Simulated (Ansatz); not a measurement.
Cell and atoms are relaxed with the symmetry kept. Start:

```cif
data_structure
_symmetry_space_group_name_H-M 'Fm-3m'
_symmetry_Int_Tables_number 225
_cell_length_a 5.7743
_cell_length_b 5.7743
_cell_length_c 5.7743
_cell_angle_alpha 90.000
_cell_angle_beta 90.000
_cell_angle_gamma 90.000
_cell_volume 192.53
loop_
_atom_site_label
_atom_site_type_symbol
_atom_site_symmetry_multiplicity
_atom_site_Wyckoff_symbol
_atom_site_fract_x
_atom_site_fract_y
_atom_site_fract_z
_atom_site_occupancy
Al1 Al 4 a 0.00000 0.00000 0.00000 1
Fe1 Fe 4 b 0.50000 0.00000 0.00000 1
Fe2 Fe 8 c 0.25000 0.75000 0.75000 1
```

These are results of DFT r2SCAN, scalar-relativistic, plane waves, PAW (Ansatz), not measurements.

Settings: cutoff 500 eV, Γ-centred mesh 12×12×12 on the computed 4-atom cell, Gaussian smearing of 0.10 eV; collinear spin from starting moments -0.13 2.88 2.82 2.82 μB.

Q: What does it relax to?

A: The volume increases by 0.05 Å³/atom to 12.08 Å³/atom, and the energy changes by under 0.1 meV/atom. The cell ends with a moment of 7.38 μB (only this magnetic start was tried). Final structure:
```cif
data_structure
_symmetry_space_group_name_H-M 'Fm-3m'
_symmetry_Int_Tables_number 225
_cell_length_a 5.7821
_cell_length_b 5.7821
_cell_length_c 5.7821
_cell_angle_alpha 90.000
_cell_angle_beta 90.000
_cell_angle_gamma 90.000
_cell_volume 193.31
loop_
_atom_site_label
_atom_site_type_symbol
_atom_site_symmetry_multiplicity
_atom_site_Wyckoff_symbol
_atom_site_fract_x
_atom_site_fract_y
_atom_site_fract_z
_atom_site_occupancy
Al1 Al 4 a 0.00000 0.00000 0.00000 1
Fe1 Fe 4 b 0.50000 0.00000 0.00000 1
Fe2 Fe 8 c 0.25000 0.75000 0.75000 1
```

Course of the relaxation (steps run on the plane waves of an earlier cell, and the basis is chosen afresh near the end, so energy and pressure can step there; trial steps that raised the energy were taken back; energies are free energies):

```
step E − E_final (meV/atom) P (GPa) V (Å³/atom)
   1                     0.1     0.61        12.03
   2                     0.0     0.26        12.06
   3                     0.0     0.00        12.08
   4                     0.0     0.00        12.08
```

The state reached may not be the lowest one. Only parallel moments were tried here.

Cost: 1 run of about 3 core-minutes, on Arm Neoverse V2 (shared hosts).